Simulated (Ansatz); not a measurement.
Ansatz input file:

```yaml
crystal:
  lattice:
    - [8.4616276831, -3.1287778988, 0.0]
    - [8.4616276831, 3.1287778988, 0.0]
    - [0.0, 0.0, 6.2753263191]
  atoms:
    - { symbol: Co, position: [0.4202256593, 0.4202256593, 0.0] }
    - { symbol: Co, position: [0.9202256593, 0.9202256593, 0.5] }
    - { symbol: Co, position: [0.5797743407, 0.5797743407, 0.0] }
    - { symbol: Co, position: [0.0797743407, 0.0797743407, 0.5] }
    - { symbol: Sn, position: [0.8364507693, 0.1635492307, 0.1634285161] }
    - { symbol: Sn, position: [0.3364507693, 0.6635492307, 0.3365714839] }
    - { symbol: Sn, position: [0.6635492307, 0.3364507693, 0.6634285161] }
    - { symbol: Sn, position: [0.1635492307, 0.8364507693, 0.8365714839] }
    - { symbol: Sn, position: [0.0172372575, 0.6524053346, 0.1815752999] }
    - { symbol: Sn, position: [0.5172372575, 0.1524053346, 0.3184247001] }
    - { symbol: Sn, position: [0.1524053346, 0.5172372575, 0.6815752999] }
    - { symbol: Sn, position: [0.6524053346, 0.0172372575, 0.8184247001] }
    - { symbol: Sn, position: [0.3475946654, 0.9827627425, 0.1815752999] }
    - { symbol: Sn, position: [0.8475946654, 0.4827627425, 0.3184247001] }
    - { symbol: Sn, position: [0.4827627425, 0.8475946654, 0.6815752999] }
    - { symbol: Sn, position: [0.9827627425, 0.3475946654, 0.8184247001] }
basis:
  ecutwfc: 420
kpoints:
  mp_grid: { grid: [6, 6, 6] }
hamiltonian:
  xc: pbesol
scf:
  occupations: { method: gaussian, width: 0.1 }
output:
  forces: true
  stress: true
  eigenvalues: true
relax:
  adjacent_minimum: "off"
  f_tol: 0.01
  max_steps: 30
  cell: { stress_tol: 0.1, fix: [volume] }
```

Run as
```bash
ansatz run input.yaml --threads 4 --pin off --max-ram 10240MiB --backend cpu --events-out ev --progress --plain --runs-dir out
```

Theory: DFT PBEsol, scalar-relativistic, plane waves, PAW in Ansatz 0.2.0.

From the run's log, abridged (iterations and final results):

```
SCF iter   1: F=—  HF=-91771.047938 eV  |F-HF|=—  |Δ(HF+E_count)|=         —  Δρ=1.52e-2  dr2=5.24e-1  ethr=1.77e-3  ⟨swp⟩=5.9  Hψ=28872  notcnv=0  defer=197
SCF iter   2: F=—  HF=-91771.008426 eV  |F-HF|=—  |Δ(HF+E_count)|=   3.95e-2  Δρ=5.66e-3  dr2=8.16e-2  ethr=2.22e-4  ⟨swp⟩=2.0  Hψ=8876  notcnv=0  defer=385
SCF iter   3: F=—  HF=-91771.002931 eV  |F-HF|=—  |Δ(HF+E_count)|=   5.50e-3  Δρ=8.16e-4  dr2=3.23e-3  ethr=3.46e-5  ⟨swp⟩=1.9  Hψ=7113  notcnv=0  defer=385
SCF iter   4: F=—  HF=-91771.002733 eV  |F-HF|=—  |Δ(HF+E_count)|=   1.98e-4  Δρ=1.92e-4  dr2=1.81e-4  ethr=1.37e-6  ⟨swp⟩=2.0  Hψ=8388  notcnv=0  defer=385
SCF iter   5: F=—  HF=-91771.002734 eV  |F-HF|=—  |Δ(HF+E_count)|=   9.76e-7  Δρ=8.22e-5  dr2=2.74e-5  ethr=7.67e-8  ⟨swp⟩=2.6  Hψ=11752  notcnv=0  defer=385
SCF iter   6: F=—  HF=-91771.002597 eV  |F-HF|=—  |Δ(HF+E_count)|=   1.37e-4  Δρ=3.74e-5  dr2=7.57e-6  ethr=1.16e-8  ⟨swp⟩=2.1  Hψ=11866  notcnv=0  defer=385
SCF iter   7: F=—  HF=-91771.002596 eV  |F-HF|=—  |Δ(HF+E_count)|=   4.10e-7  Δρ=1.43e-5  dr2=1.83e-6  ethr=3.21e-9  ⟨swp⟩=2.1  Hψ=8037  notcnv=0  defer=385
SCF iter   8: F=—  HF=-91771.002596 eV  |F-HF|=—  |Δ(HF+E_count)|=   1.76e-7  Δρ=6.65e-6  dr2=2.31e-7  ethr=7.74e-10  ⟨swp⟩=2.0  Hψ=8210  notcnv=0  defer=385
SCF iter   9: F=-91771.002596 eV  HF=-91771.002596 eV  |F-HF|=3.06e-8  |Δ(HF+E_count)|=   3.25e-8  Δρ=3.05e-6  dr2=3.33e-8  ethr=4.24e-11  ⟨swp⟩=10.5  Hψ=33840  notcnv=0
SCF 1 converged in 9 iterations: F = -91771.002596 eV  dr2 = 3.33e-8
relax step   1: F+E_penalty+E_count = -91771.00259612 eV  Δ(F+E_penalty+E_count) = +0.000e0 eV  max|allowed force component| = 8.259e-2 eV/Å  Δτ_max = 0.0000 Å  P = -2.616 GPa  Ω = 332.273 Å³  fix = [volume]  reactions: volume -2.616 GPa (9 SCF iters, dr2 threshold 1.00e-7 eV, accepted)
Basis set: ecut = 420 eV, 6531 PW (Γ), exchange–correlation on 128×128×90 points (8 copies of the dense FFT grid, shifted against one another)
Initial density: handed on by an earlier stage of this run
Initial wavefunctions: those handed on with the density
SCF iter   1: F=—  HF=-91771.004484 eV  |F-HF|=—  |Δ(HF+E_count)|=         —  Δρ=3.40e-3  dr2=6.45e-2  ethr=2.92e-5  ⟨swp⟩=2.3  Hψ=29988  notcnv=0  defer=1
SCF iter   2: F=—  HF=-91771.001019 eV  |F-HF|=—  |Δ(HF+E_count)|=   3.46e-3  Δρ=1.74e-3  dr2=2.47e-2  ethr=2.73e-5  ⟨swp⟩=1.0  Hψ=7384  notcnv=0
SCF iter   3: F=—  HF=-91770.998396 eV  |F-HF|=—  |Δ(HF+E_count)|=   2.62e-3  Δρ=3.05e-4  dr2=1.73e-3  ethr=1.05e-5  ⟨swp⟩=1.7  Hψ=7466  notcnv=0
SCF iter   4: F=—  HF=-91770.998280 eV  |F-HF|=—  |Δ(HF+E_count)|=   1.17e-4  Δρ=2.01e-4  dr2=1.95e-4  ethr=7.34e-7  ⟨swp⟩=2.0  Hψ=8169  notcnv=0
SCF iter   5: F=—  HF=-91770.998073 eV  |F-HF|=—  |Δ(HF+E_count)|=   2.06e-4  Δρ=6.78e-5  dr2=2.95e-5  ethr=8.25e-8  ⟨swp⟩=2.0  Hψ=8591  notcnv=0
SCF iter   6: F=—  HF=-91770.998072 eV  |F-HF|=—  |Δ(HF+E_count)|=   1.52e-6  Δρ=1.47e-5  dr2=3.46e-6  ethr=1.25e-8  ⟨swp⟩=1.5  Hψ=7507  notcnv=0
SCF iter   7: F=-91770.998071 eV  HF=-91770.998071 eV  |F-HF|=1.04e-7  |Δ(HF+E_count)|=   5.18e-7  Δρ=6.16e-6  dr2=1.79e-7  ethr=1.81e-10  ⟨swp⟩=7.5  Hψ=32854  notcnv=0
SCF 2 converged in 7 iterations: F = -91770.998071 eV  dr2 = 1.79e-7
relax step   2: F+E_penalty+E_count = -91770.99807103 eV  Δ(F+E_penalty+E_count) = +4.525e-3 eV  max|allowed force component| = 1.530e-1 eV/Å  Δτ_max = 0.0365 Å  P = -2.038 GPa  Ω = 332.273 Å³  energy of the carried Pulay correction = -7.049e-17 eV  fix = [volume]  (7 SCF iters, dr2 threshold 4.26e-7 eV, rejected (line search))
Basis set: ecut = 420 eV, 6539 PW (Γ), exchange–correlation on 128×128×90 points (8 copies of the dense FFT grid, shifted against one another)
SCF iter   1: F=—  HF=-91771.012124 eV  |F-HF|=—  |Δ(HF+E_count)|=         —  Δρ=1.87e-3  dr2=1.79e-2  ethr=7.41e-6  ⟨swp⟩=2.1  Hψ=26801  notcnv=0
SCF iter   2: F=—  HF=-91771.011243 eV  |F-HF|=—  |Δ(HF+E_count)|=   8.81e-4  Δρ=9.48e-4  dr2=6.79e-3  ethr=7.41e-6  ⟨swp⟩=1.0  Hψ=7384  notcnv=0
SCF iter   3: F=—  HF=-91771.010589 eV  |F-HF|=—  |Δ(HF+E_count)|=   6.54e-4  Δρ=1.61e-4  dr2=5.05e-4  ethr=2.88e-6  ⟨swp⟩=1.3  Hψ=7398  notcnv=0
SCF iter   4: F=—  HF=-91771.010556 eV  |F-HF|=—  |Δ(HF+E_count)|=   3.33e-5  Δρ=9.51e-5  dr2=4.70e-5  ethr=2.14e-7  ⟨swp⟩=2.0  Hψ=8414  notcnv=0
SCF iter   5: F=—  HF=-91771.010527 eV  |F-HF|=—  |Δ(HF+E_count)|=   2.93e-5  Δρ=3.02e-5  dr2=8.29e-6  ethr=1.99e-8  ⟨swp⟩=2.0  Hψ=8241  notcnv=0
SCF iter   6: F=—  HF=-91771.010385 eV  |F-HF|=—  |Δ(HF+E_count)|=   1.42e-4  Δρ=8.08e-6  dr2=8.66e-7  ethr=3.51e-9  ⟨swp⟩=1.3  Hψ=7451  notcnv=0
SCF iter   7: F=—  HF=-91771.010385 eV  |F-HF|=—  |Δ(HF+E_count)|=   1.16e-7  Δρ=5.02e-6  dr2=7.45e-8  ethr=3.67e-10  ⟨swp⟩=2.1  Hψ=9357  notcnv=0
SCF iter   8: F=—  HF=-91771.010385 eV  |F-HF|=—  |Δ(HF+E_count)|=   1.34e-8  Δρ=1.62e-6  dr2=1.19e-8  ethr=3.16e-11  ⟨swp⟩=3.0  Hψ=14331  notcnv=0
SCF iter   9: F=—  HF=-91771.010385 eV  |F-HF|=—  |Δ(HF+E_count)|=   2.46e-9  Δρ=7.16e-7  dr2=1.61e-9  ethr=5.03e-12  ⟨swp⟩=2.0  Hψ=9359  notcnv=0
SCF iter  10: F=-91771.010385 eV  HF=-91771.010385 eV  |F-HF|=1.75e-10  |Δ(HF+E_count)|=  2.04e-10  Δρ=2.83e-7  dr2=1.95e-10  ethr=1.00e-12  ⟨swp⟩=7.0  Hψ=26347  notcnv=0
SCF 3 converged in 10 iterations: F = -91771.010385 eV  dr2 = 1.95e-10
relax step   3: F+E_penalty+E_count = -91771.01038506 eV  Δ(F+E_penalty+E_count) = -7.789e-3 eV  max|allowed force component| = 1.188e-2 eV/Å  Δτ_max = 0.0179 Å  P = -2.373 GPa  Ω = 332.273 Å³  energy of the carried Pulay correction = -2.350e-17 eV  fix = [volume]  reactions: volume -2.373 GPa (10 SCF iters, accepted)
SCF iter   1: F=—  HF=-91771.010818 eV  |F-HF|=—  |Δ(HF+E_count)|=         —  Δρ=2.47e-4  dr2=3.34e-4  ethr=1.45e-7  ⟨swp⟩=2.3  Hψ=24895  notcnv=0
SCF iter   2: F=—  HF=-91771.010814 eV  |F-HF|=—  |Δ(HF+E_count)|=   4.49e-6  Δρ=1.37e-4  dr2=1.52e-4  ethr=1.41e-7  ⟨swp⟩=1.0  Hψ=7384  notcnv=0
SCF iter   3: F=—  HF=-91771.010787 eV  |F-HF|=—  |Δ(HF+E_count)|=   2.66e-5  Δρ=2.05e-5  dr2=8.33e-6  ethr=6.43e-8  ⟨swp⟩=2.0  Hψ=8459  notcnv=0
SCF iter   4: F=—  HF=-91771.010667 eV  |F-HF|=—  |Δ(HF+E_count)|=   1.20e-4  Δρ=1.26e-5  dr2=9.83e-7  ethr=3.53e-9  ⟨swp⟩=2.0  Hψ=8513  notcnv=0
SCF iter   5: F=—  HF=-91771.010667 eV  |F-HF|=—  |Δ(HF+E_count)|=   1.36e-7  Δρ=4.42e-6  dr2=1.57e-7  ethr=4.16e-10  ⟨swp⟩=2.0  Hψ=8289  notcnv=0
SCF iter   6: F=—  HF=-91771.010667 eV  |F-HF|=—  |Δ(HF+E_count)|=   1.26e-8  Δρ=1.12e-6  dr2=1.42e-8  ethr=6.66e-11  ⟨swp⟩=1.5  Hψ=7608  notcnv=0
SCF iter   7: F=-91771.010667 eV  HF=-91771.010667 eV  |F-HF|=8.00e-10  |Δ(HF+E_count)|=   1.59e-9  Δρ=5.49e-7  dr2=1.12e-9  ethr=3.74e-12  ⟨swp⟩=8.8  Hψ=29132  notcnv=0
SCF 4 converged in 7 iterations: F = -91771.010667 eV  dr2 = 1.12e-9
relax step   4: F+E_penalty+E_count = -91771.01066728 eV  Δ(F+E_penalty+E_count) = -2.822e-4 eV  max|allowed force component| = 2.925e-3 eV/Å  Δτ_max = 0.0046 Å  P = -2.338 GPa  Ω = 332.273 Å³  energy of the carried Pulay correction = -9.399e-17 eV  fix = [volume]  reactions: volume -2.338 GPa (7 SCF iters, dr2 threshold 8.83e-9 eV, accepted)
Initial wavefunctions: pseudopotential atomic-orbital guess (no wavefunctions were taken with the density)
SCF iter   1: F=—  HF=-91771.010761 eV  |F-HF|=—  |Δ(HF+E_count)|=         —  Δρ=5.39e-5  dr2=2.07e-7  ethr=2.76e-8  ⟨swp⟩=4.0  Hψ=52293  notcnv=0
SCF iter   2: F=—  HF=-91771.010672 eV  |F-HF|=—  |Δ(HF+E_count)|=   8.97e-5  Δρ=2.74e-5  dr2=5.48e-8  ethr=8.77e-11  ⟨swp⟩=2.0  Hψ=8902  notcnv=0
SCF iter   3: F=—  HF=-91771.010674 eV  |F-HF|=—  |Δ(HF+E_count)|=   2.46e-6  Δρ=6.57e-7  dr2=9.08e-10  ethr=2.32e-11  ⟨swp⟩=1.0  Hψ=7384  notcnv=0
SCF iter   4: F=-91771.010674 eV  HF=-91771.010674 eV  |F-HF|=8.73e-11  |Δ(HF+E_count)|=  1.60e-10  Δρ=1.83e-7  dr2=1.46e-10  ethr=1.00e-12  ⟨swp⟩=1.4  Hψ=7535  notcnv=0
SCF iter   5: F=-91771.010674 eV  HF=-91771.010674 eV  |F-HF|=0.00e0  |Δ(HF+E_count)|=  2.91e-11  Δρ=5.59e-8  dr2=2.12e-11  ethr=1.00e-12  ⟨swp⟩=1.0  Hψ=7384  notcnv=0
SCF iter   6: F=-91771.010674 eV  HF=-91771.010674 eV  |F-HF|=0.00e0  |Δ(HF+E_count)|=  5.82e-11  Δρ=4.50e-8  dr2=5.65e-12  ethr=1.00e-12  ⟨swp⟩=1.0  Hψ=7384  notcnv=0
SCF iter   7: F=-91771.010674 eV  HF=-91771.010674 eV  |F-HF|=2.91e-11  |Δ(HF+E_count)|=    0.00e0  Δρ=1.86e-8  dr2=8.13e-13  ethr=1.00e-12  ⟨swp⟩=1.0  Hψ=7384  notcnv=0
SCF iter   8: F=-91771.010674 eV  HF=-91771.010674 eV  |F-HF|=2.91e-11  |Δ(HF+E_count)|=  4.37e-11  Δρ=3.72e-9  dr2=9.05e-14  ethr=1.00e-12  ⟨swp⟩=1.2  Hψ=15367  notcnv=0
SCF 5 converged in 8 iterations: F = -91771.010674 eV  dr2 = 9.05e-14
SCF converged after 8 iterations
Free energy (F): -91771.010674 eV
Harris-Foulkes:  -91771.010674 eV  (|F-HF|=2.91e-11)
Internal energy: -91770.981864 eV  (E = F + TS)
E sigma→0 (E₀):  -91770.996269 eV
Entropy (-TS):   -0.028810 eV (-1.801 meV/atom)
Fermi energy:    13.077298 eV
--- Per-component energies (eV) ---
  E_band       = -1892.682804
  E_kinetic    = 4078.581868
  E_local      = -26347.194506  (includes V_loc(G=0)·N_el)
  E_nonlocal   = 1481.114628
  E_hartree    = 13565.778573
  E_xc         = -5184.458358
  E_vxc        = -1985.656853  (∫ρ·V_xc dr)
  E_paw        = -54738.855785  (= ΣΔE_a)
  E_vpaw       = -6251.085231  (= ΣTr[D̂ρ^β])
  E_aug_tail   = 0.000181  (compensation charges beyond the density's cutoff)
  E_ewald      = -24630.120220
  E_core_change = 4.171754  (= ΣΔE_core)
  E_smearing   = -0.028810  (= −TS)
--- Forces (eV/Å), atoms counted from 1 ---
  atom   1  Co    -0.00066663     0.00000000     0.00000000
  atom   2  Co    -0.00066663     0.00000000     0.00000000
  atom   3  Co     0.00066663     0.00000000     0.00000000
  atom   4  Co     0.00066663     0.00000000     0.00000000
  atom   5  Sn     0.00000000     0.00159967     0.00047029
  atom   6  Sn     0.00000000     0.00159967    -0.00047029
  atom   7  Sn     0.00000000    -0.00159967     0.00047029
  atom   8  Sn     0.00000000    -0.00159967    -0.00047029
  atom   9  Sn    -0.00222368     0.00070022     0.00292497
  atom  10  Sn    -0.00222368     0.00070022    -0.00292497
  atom  11  Sn    -0.00222368    -0.00070022     0.00292497
  atom  12  Sn    -0.00222368    -0.00070022    -0.00292497
  atom  13  Sn     0.00222368     0.00070022     0.00292497
  atom  14  Sn     0.00222368     0.00070022    -0.00292497
  atom  15  Sn     0.00222368    -0.00070022     0.00292497
  atom  16  Sn     0.00222368    -0.00070022    -0.00292497
--- Stress (GPa, compression-positive) ---
       -2.334094       0.000000       0.000000
        0.000000      -2.312655       0.000000
        0.000000       0.000000      -2.366599
  P = ⅓ Tr σ = -2.3378 GPa (-23.378 kbar)
--- Band table (eV; the first three rows and the last of 52) ---
  k-point 0: bands = ["-81.0021", "-81.0021", "-80.9985", "-80.9985", "-44.4690", "-44.4689", "-44.4684", "-44.4684", "-44.4645", "-44.4644", "-44.4619", "-44.4618", "-44.4580", "-44.4579", "-44.4282", "-44.4282", "-8.3405", "-8.3354", "-8.3275", "-8.3231", "-8.3024", "-8.2984", "-8.2919", "-8.2649", "-8.2630", "-8.2538", "-8.2476", "-8.2466", "-8.2452", "-8.2410", "-8.2401", "-8.2321", "-8.2319", "-8.2178", "-8.2159", "-8.1980", "-8.1971", "-8.1937", "-8.1854", "-8.1794", "-8.1791", "-8.1784", "-8.1641", "-8.1493", "-8.1433", "-8.1419", "-8.1412", "-8.1371", "-8.1265", "-8.1247", "-8.1218", "-8.1172", "-8.1060", "-8.1013", "-8.0999", "-8.0985", "-8.0964", "-8.0873", "-8.0861", "-8.0853", "- ...
  k-point 1: bands = ["-81.0021", "-81.0021", "-80.9985", "-80.9985", "-44.4690", "-44.4689", "-44.4684", "-44.4684", "-44.4645", "-44.4645", "-44.4618", "-44.4618", "-44.4580", "-44.4579", "-44.4282", "-44.4282", "-8.3404", "-8.3340", "-8.3254", "-8.3254", "-8.3048", "-8.3043", "-8.2916", "-8.2712", "-8.2663", "-8.2579", "-8.2525", "-8.2495", "-8.2460", "-8.2386", "-8.2343", "-8.2311", "-8.2254", "-8.2061", "-8.2035", "-8.2013", "-8.1918", "-8.1876", "-8.1834", "-8.1791", "-8.1769", "-8.1737", "-8.1667", "-8.1548", "-8.1461", "-8.1449", "-8.1370", "-8.1337", "-8.1319", "-8.1306", "-8.1240", "-8.1090", "-8.1068", "-8.1037", "-8.1021", "-8.1017", "-8.0978", "-8.0877", "-8.0866", "-8.0838", "- ...
  k-point 2: bands = ["-81.0021", "-81.0021", "-80.9985", "-80.9985", "-44.4689", "-44.4689", "-44.4684", "-44.4684", "-44.4645", "-44.4645", "-44.4618", "-44.4618", "-44.4580", "-44.4579", "-44.4282", "-44.4282", "-8.3414", "-8.3319", "-8.3278", "-8.3204", "-8.3115", "-8.3112", "-8.2920", "-8.2823", "-8.2666", "-8.2636", "-8.2494", "-8.2453", "-8.2450", "-8.2340", "-8.2303", "-8.2297", "-8.2124", "-8.2093", "-8.2085", "-8.1973", "-8.1872", "-8.1849", "-8.1797", "-8.1782", "-8.1710", "-8.1678", "-8.1616", "-8.1516", "-8.1497", "-8.1417", "-8.1394", "-8.1354", "-8.1333", "-8.1265", "-8.1229", "-8.1179", "-8.1119", "-8.1047", "-8.0967", "-8.0944", "-8.0910", "-8.0907", "-8.0841", "-8.0788", "- ...
  k-point 51: bands = ["-81.0021", "-81.0021", "-80.9985", "-80.9985", "-44.4689", "-44.4689", "-44.4684", "-44.4684", "-44.4645", "-44.4645", "-44.4618", "-44.4618", "-44.4579", "-44.4579", "-44.4282", "-44.4282", "-8.3388", "-8.3388", "-8.3326", "-8.3326", "-8.2948", "-8.2948", "-8.2807", "-8.2807", "-8.2754", "-8.2754", "-8.2452", "-8.2452", "-8.2353", "-8.2353", "-8.2308", "-8.2308", "-8.2258", "-8.2258", "-8.1955", "-8.1955", "-8.1895", "-8.1895", "-8.1871", "-8.1871", "-8.1570", "-8.1570", "-8.1536", "-8.1536", "-8.1439", "-8.1439", "-8.1333", "-8.1333", "-8.1222", "-8.1222", "-8.1206", "-8.1206", "-8.1077", "-8.1077", "-8.0967", "-8.0967", "-8.0946", "-8.0946", "-8.0816", "-8.0816", " ...
--- Relaxed structure (4 steps of the walk, 3 accepted, 1 SCFs on fresh bases) ---
  F+E_penalty+E_count = -91771.01067402 eV   max|allowed force component| = 2.925e-3 eV/Å   (the final SCF, on the basis selected at the relaxed cell)
  cell:  # Å, volume = 332.2729 Å³
    - [8.47849882, -3.12616040, 0.0]
    - [8.47849882, 3.12616040, 0.0]
    - [0.0, 0.0, 6.26808301]
  atoms:
    - { symbol: Co, position: [0.42090486, 0.42090486, 0.0] }
    - { symbol: Co, position: [0.92090486, 0.92090486, 0.5] }
    - { symbol: Co, position: [0.57909513, 0.57909513, 0.0] }
    - { symbol: Co, position: [0.07909513, 0.07909513, 0.5] }
    - { symbol: Sn, position: [0.83660711, 0.16339288, 0.16324755] }
    - { symbol: Sn, position: [0.33660711, 0.66339288, 0.33675244] }
    - { symbol: Sn, position: [0.66339288, 0.33660711, 0.66324755] }
    - { symbol: Sn, position: [0.16339288, 0.83660711, 0.83675244] }
    - { symbol: Sn, position: [0.01974416, 0.65120220, 0.18399950] }
    - { symbol: Sn, position: [0.51974416, 0.15120220, 0.31600049] }
    - { symbol: Sn, position: [0.15120220, 0.51974416, 0.68399950] }
    - { symbol: Sn, position: [0.65120220, 0.01974416, 0.81600049] }
    - { symbol: Sn, position: [0.34879779, 0.98025583, 0.18399950] }
    - { symbol: Sn, position: [0.84879779, 0.48025583, 0.31600049] }
    - { symbol: Sn, position: [0.48025583, 0.84879779, 0.68399950] }
    - { symbol: Sn, position: [0.98025583, 0.34879779, 0.81600049] }
```

The relaxation met its thresholds.

It took 2.2 min on 4 threads of Intel(R) Xeon(R) 6975P-C (Granite Rapids), with other jobs on the host, peak memory 2.5 GiB.

Spin polarisation was left out, and a magnetic state may lie lower.